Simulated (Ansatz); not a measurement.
**Calculated ¹⁸⁵Re nuclear quadrupole resonance for Re**

Cell: a structure deposited in the COD, its atoms then relaxed with PBE in this cell.

```xyz
2
Lattice="2.7608 0.0000 0.0000 -1.3804 2.3909 0.0000 0.0000 0.0000 4.4582" Properties=species:S:1:pos:R:3 pbc="T T T"
Re    0.0000    1.5939    1.1145
Re    1.3804    0.7970    3.3436
```

Atoms are numbered from 1 in the order listed; like atoms form one site, named after its first atom.

The numbers come from a DFT calculation in Ansatz (r2SCAN, plane waves and PAW, scalar-relativistic, 500 eV cutoff, Γ-centred 14×14×8 k-points, Fermi–Dirac smearing 0.05 eV).

¹⁸⁵Re: I = 5/2, Q = 2180 mb (year-2017 value). Static lattice, zero field.

Q: The simulated lines lie at 54.8, 109.6 MHz. What are |C_Q|, η and |V_zz| at Re?

A: For I = 5/2 and η = 0 the lines are 3|C_Q|/20 and twice that; η pulls their ratio below 2. Here |C_Q| = 365 MHz, η = 0.00 and |V_zz| = 6.93 × 10²¹ V/m². The calculation gives V_zz negative; the lines don't show the sign. The site has 12 Re at 2.74–2.76 Å.

An axis of threefold or higher order runs through Re, so V_zz lies along it and η is zero.

With no gap above 0.1 eV, as in a metal, the gradients converge slowly in k; expect changes of a tenth or more on a denser mesh. Spin–orbit coupling is left out, which shifts gradients on Re by a few per cent in wide-gap crystals, and can shift them far more where the calculated gap is small or absent, as here.
